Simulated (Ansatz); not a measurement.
A geometry of Cl2 away from equilibrium: step 2 of the relaxation of a generated cell, Cl2 built in the AFLOW prototype A_oC8_64_f. These are PBEsol (plane waves to 420 eV, PAW, scalar-relativistic; Ansatz, a first-principles code) values and carry that method's errors. Γ-centred k-mesh 10×10×4 on the run's cell, Fermi–Dirac smearing 0.05 eV. The plane waves were selected for a different cell earlier on the path.

```
Cl2
1.0
    3.08934    -1.94768     0.00000
    3.08934     1.94768     0.00000
    0.00000     0.00000     7.94588
Cl
4
Cartesian
  3.08934  -1.39993   0.94461
  3.08934   1.39993   7.00127
  3.08934   0.54775   3.02833
  3.08934  -0.54775   4.91755
```

Problem. Give the Cartesian forces on all atoms (eV/Å).

Solution. 
```json
[
 {"atom": "Cl1", "Fx": "0.00", "Fy": "-0.61", "Fz": "-1.06"},
 {"atom": "Cl2", "Fx": "0.00", "Fy": "0.61", "Fz": "1.06"},
 {"atom": "Cl3", "Fx": "0.00", "Fy": "-0.61", "Fz": "1.06"},
 {"atom": "Cl4", "Fx": "0.00", "Fy": "0.61", "Fz": "-1.06"}
]
```

The path ends in Cmce (No. 64). No spin polarisation in the result. Without a van der Waals term the distances between weakly bound units are poorly fixed.

The run could not lose the symmetry of its start.
